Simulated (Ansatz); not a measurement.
Relaxed-ion elastic tensor of AgI (zinc blende, F-43m) in GPa (Voigt order), plane-wave PAW LDA (Ansatz code); density 6.10 g/cm³, 31.98 Å³ per atom.

|  | 1 | 2 | 3 | 4 | 5 | 6 |
|---|---|---|---|---|---|---|
| 1 | 46.4 | 38.9 | 38.9 | 0.0 | 0.0 | 0.0 |
| 2 | 38.9 | 46.4 | 38.9 | 0.0 | 0.0 | 0.0 |
| 3 | 38.9 | 38.9 | 46.4 | 0.0 | 0.0 | 0.0 |
| 4 | 0.0 | 0.0 | 0.0 | 10.8 | 0.0 | 0.0 |
| 5 | 0.0 | 0.0 | 0.0 | 0.0 | 10.8 | 0.0 |
| 6 | 0.0 | 0.0 | 0.0 | 0.0 | 0.0 | 10.8 |

Problem. Is the crystal mechanically stable?

Solution. Yes: the smallest eigenvalue of C is 7.6 GPa.

Problem. Work out the Voigt, Reuss and Hill averages.

Solution. K_V = 41.4, K_R = 41.4, K_H = 41.4; G_V = 8.0, G_R = 6.2, G_H = 7.1 GPa.

Problem. Give Young's modulus, Poisson's ratio, Pugh's ratio and the universal anisotropy index.

Solution. E = 9KG/(3K + G) = 20.2 GPa; ν = 0.42; K/G = 5.82 (ductile by the Pugh limit of 1.75); A_U = 5G_V/G_R + K_V/K_R − 6 = 1.46.

Problem. Estimate the sound speeds and the Debye temperature.

Solution. v_l = √((K + 4G/3)/ρ) = 2890 m/s, v_t = √(G/ρ) = 1080 m/s, mean 1230 m/s; Θ = (h/k)(3n/4πV)^(1/3) v_m = 115 K.

Problem. Give the Zener ratio and Young's modulus along [100], [110] and [111].

Solution. A = 2C44/(C11 − C12) = 2.86; 1/E = S11 − 2(S11 − S12 − S44/2)Γ with Γ = 0, 1/4, 1/3 gives 11.0, 20.9, 29.9 GPa.

Symmetry was held in the LDA relaxation; phonons on a q-mesh show no instability. The run is not spin-polarised. Scalar-relativistic: spin–orbit coupling is off unless named, which matters more the heavier the elements.

Potentials: the later of the program's two PAW sets.
